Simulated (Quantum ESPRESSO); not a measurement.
# Pt2Au3IrTaTi: input and log of a self-consistent run

Computed values, not a measurement. The program is pw.x of Quantum ESPRESSO 7.5 (plane-wave density functional theory). The cell is made up: eight metal atoms on a hexagonal close-packed lattice, with elements, volume, strain and displacements drawn at random and not relaxed, so it may be unstable or far from any real phase. PseudoDojo standard norm-conserving files set the functional (PBE unless stated); there is no spin polarisation or spin-orbit coupling, the Fermi-Dirac width of 0.25 eV means electrons at about 2900 K, and the masses in the input are unused placeholders. Heavy elements are run without spin-orbit coupling, which real alloys of them have. A spin test at this wide smearing found no moment, but such smearing suppresses magnetism that the real alloy may have.

Input:

```
&control calculation='scf', pseudo_dir='./dojo.nc.sr.pbe.v0_5.standard.upf', outdir='./o', disk_io='minimal', tprnfor=.true., tstress=.true. /
&system ibrav=0, nat=8, ntyp=5, nbnd=82, ecutwfc=87.97787729, nosym=.true., tot_charge=0,
 occupations='smearing', smearing='fd', degauss=0.0183746611
/
&electrons conv_thr=1.470e-08, electron_maxstep=70, mixing_beta=0.5 /
ATOMIC_SPECIES
Au 1.0 Au.upf
Ir 1.0 Ir.upf
Pt 1.0 Pt.upf
Ta 1.0 Ta.upf
Ti 1.0 Ti.upf
CELL_PARAMETERS angstrom
0.0 0.0 4.7144
5.7802 0.0 0.0
-2.8901 5.0058 0.0
ATOMIC_POSITIONS angstrom
Pt 0.0492 -0.0388 -0.2255
Au -1.2495 2.4382 -0.1368
Ir 3.0821 0.1811 -0.1379
Au 1.4838 2.3903 -0.0301
Pt -0.1161 1.5818 2.1768
Ta -1.4428 4.263 2.3911
Au 3.0087 1.5774 2.6016
Ti 1.5928 4.0995 2.3702
K_POINTS automatic
5 5 5 1 1 1
```

The log is shortened where brackets say so; the opening notice, blank lines, dates and the lines on written files are dropped, and the path of the files is cut. It prints rydbergs, bohrs and kilobars, and counts compression as positive stress. Its total energy is the free energy E - TS of the whole cell.

```
     Program PWSCF v.7.5
     Parallel version (MPI & OpenMP), running on       4 processor cores
     Number of MPI processes:                 4
     Threads/MPI process:                     1
     [start-up lines left out]
     bravais-lattice index     =            0
     lattice parameter (alat)  =       8.9089  a.u.
     unit-cell volume          =     920.5331 (a.u.)^3
     number of atoms/cell      =            8
     number of atomic types    =            5
     number of electrons       =       135.00
     number of Kohn-Sham states=           82
     kinetic-energy cutoff     =      87.9779  Ry
     charge density cutoff     =     351.9115  Ry
     scf convergence threshold =      1.5E-08
     mixing beta               =       0.5000
     number of iterations used =            8  plain     mixing
     Exchange-correlation= PBE
                           (   1   4   3   4   0   0   0)
     [axes and pseudopotential details left out]
   Cartesian axes
     site n.     atom                  positions (alat units)
         1        Pt     tau(   1) = (   0.0104361  -0.0082301  -0.0478322  )
         2        Au     tau(   2) = (  -0.2650390   0.5171814  -0.0290175  )
         3        Ir     tau(   3) = (   0.6537629   0.0384142  -0.0292508  )
         4        Au     tau(   4) = (   0.3147378   0.5070210  -0.0063847  )
         5        Pt     tau(   5) = (  -0.0246267   0.3355252   0.4617343  )
         6        Ta     tau(   6) = (  -0.3060411   0.9042508   0.5071907  )
         7        Au     tau(   7) = (   0.6381936   0.3345919   0.5518412  )
         8        Ti     tau(   8) = (   0.3378585   0.8695698   0.5027575  )
     number of k points=    63  Fermi-Dirac smearing, width (Ry)=  0.0184
                       cart. coord. in units 2pi/alat
        k(    1) = (   0.0815612   0.1412681   0.1000000), wk =   0.0320000
        k(    2) = (   0.0815612   0.3296256   0.1000000), wk =   0.0320000
     [further k points left out]
     Dense  grid:   102869 G-vectors     FFT dimensions: (  54,  72,  72)
     Estimated max dynamical RAM per process >     474.45 MB
     Estimated total dynamical RAM >       1.78 GB
     Initial potential from superposition of free atoms
     starting charge     134.9967, renormalised to     135.0000
     Starting wfcs are   80 randomized atomic wfcs +    2 random wfcs
     total cpu time spent up to now is       16.7 secs
     per-process dynamical memory:   383.0 Mb
     Self-consistent Calculation
     iteration #  1     ecut=    87.98 Ry     beta= 0.50
     Davidson diagonalization with overlap
     ethr =  1.00E-02,  avg # of iterations =  3.0
     total cpu time spent up to now is       60.3 secs
     total energy              =   -1888.62767033 Ry
     estimated scf accuracy    <       3.91432265 Ry
     iteration #  2     ecut=    87.98 Ry     beta= 0.50
     Davidson diagonalization with overlap
     ethr =  2.90E-03,  avg # of iterations =  3.0
     total cpu time spent up to now is      107.6 secs
     total energy              =   -1889.22312982 Ry
     estimated scf accuracy    <      16.42769109 Ry
     iteration #  3     ecut=    87.98 Ry     beta= 0.50
     Davidson diagonalization with overlap
     ethr =  2.90E-03,  avg # of iterations =  2.1
     total cpu time spent up to now is      146.7 secs
     total energy              =   -1890.69797261 Ry
     estimated scf accuracy    <       3.52074309 Ry
     iteration #  4     ecut=    87.98 Ry     beta= 0.50
     Davidson diagonalization with overlap
     ethr =  2.61E-03,  avg # of iterations =  2.3
     total cpu time spent up to now is      183.9 secs
     total energy              =   -1890.77612894 Ry
     estimated scf accuracy    <       0.46024962 Ry
     iteration #  5     ecut=    87.98 Ry     beta= 0.50
     Davidson diagonalization with overlap
     ethr =  3.41E-04,  avg # of iterations =  5.8
     total cpu time spent up to now is      227.3 secs
     total energy              =   -1890.81177821 Ry
     estimated scf accuracy    <       0.42249723 Ry
     [iterations 6 to 10 left out]
     iteration # 11     ecut=    87.98 Ry     beta= 0.50
     Davidson diagonalization with overlap
     ethr =  1.38E-07,  avg # of iterations =  2.1
     total cpu time spent up to now is      460.0 secs
     total energy              =   -1890.85556170 Ry
     estimated scf accuracy    <       0.00003249 Ry
     iteration # 12     ecut=    87.98 Ry     beta= 0.50
     Davidson diagonalization with overlap
     ethr =  2.41E-08,  avg # of iterations =  2.0
     total cpu time spent up to now is      495.3 secs
     total energy              =   -1890.85556641 Ry
     estimated scf accuracy    <       0.00000479 Ry
     iteration # 13     ecut=    87.98 Ry     beta= 0.50
     Davidson diagonalization with overlap
     ethr =  3.55E-09,  avg # of iterations =  2.0
     total cpu time spent up to now is      527.8 secs
     total energy              =   -1890.85556695 Ry
     estimated scf accuracy    <       0.00000024 Ry
     iteration # 14     ecut=    87.98 Ry     beta= 0.50
     Davidson diagonalization with overlap
     ethr =  1.76E-10,  avg # of iterations =  3.4
     total cpu time spent up to now is      580.8 secs
     total energy              =   -1890.85556699 Ry
     estimated scf accuracy    <       0.00000003 Ry
     iteration # 15     ecut=    87.98 Ry     beta= 0.50
     Davidson diagonalization with overlap
     ethr =  1.89E-11,  avg # of iterations =  2.4
     total cpu time spent up to now is      635.8 secs
     End of self-consistent calculation
     [lines on levels left out]
!    total energy              =   -1890.85556698 Ry
     estimated scf accuracy    <       0.00000001 Ry
     smearing contrib. (-TS)   =      -0.09401321 Ry
     internal energy E=F+TS    =   -1890.76155377 Ry
     The total energy is F=E-TS. E is the sum of the following terms:
     one-electron contribution =    -546.10538253 Ry
     hartree contribution      =     345.82670108 Ry
     xc contribution           =    -342.10733192 Ry
     ewald contribution        =   -1348.37554039 Ry
     convergence has been achieved in  15 iterations
     Forces acting on atoms (cartesian axes, Ry/au):
     atom    1 type  3   force =     0.02040866   -0.03273434    0.05296638
     atom    2 type  1   force =    -0.00035234    0.08700659    0.04684971
     atom    3 type  2   force =    -0.03129591   -0.16550032    0.12316796
     atom    4 type  1   force =    -0.00033469    0.04701055    0.03126200
     atom    5 type  3   force =     0.05333317    0.00437451   -0.00355617
     atom    6 type  4   force =     0.04795275   -0.00901297   -0.04020323
     atom    7 type  1   force =    -0.04395417    0.07578658   -0.18631092
     atom    8 type  5   force =    -0.04575747   -0.00693060   -0.02417574
     Total force =     0.335817     Total SCF correction =     0.000318
     Computing stress (Cartesian axis) and pressure
          total   stress  (Ry/bohr**3)                   (kbar)     P=       26.99
   0.00019054  -0.00001152  -0.00001027           28.03       -1.69       -1.51
  -0.00001152   0.00006644  -0.00025215           -1.69        9.77      -37.09
  -0.00001027  -0.00025215   0.00029354           -1.51      -37.09       43.18
     init_run     :     14.87s CPU     15.26s WALL (       1 calls)
     electrons    :    607.35s CPU    619.14s WALL (       1 calls)
     forces       :      5.13s CPU      5.19s WALL (       1 calls)
     stress       :     20.15s CPU     20.62s WALL (       1 calls)
     [timing details left out]
     PWSCF        :  10m48.94s CPU  11m 1.81s WALL
     JOB DONE.
```

In other units: free energy -25726.401 eV for the cell, pressure 2.70 GPa, largest force component 4.790 eV/Å in size. The run took 664 s of wall time with four MPI processes on a shared machine (Intel Xeon, older, virtual cores), so the time is rough. A rerun of this cell at a higher cutoff and on a denser mesh moved values by no more than 0.005 eV in energy, 0.08 GPa in stress and 0.006 eV/Å in force, and a second program with other atomic files agreed on that cell to 2 % rms in force and 0.5 GPa in pressure.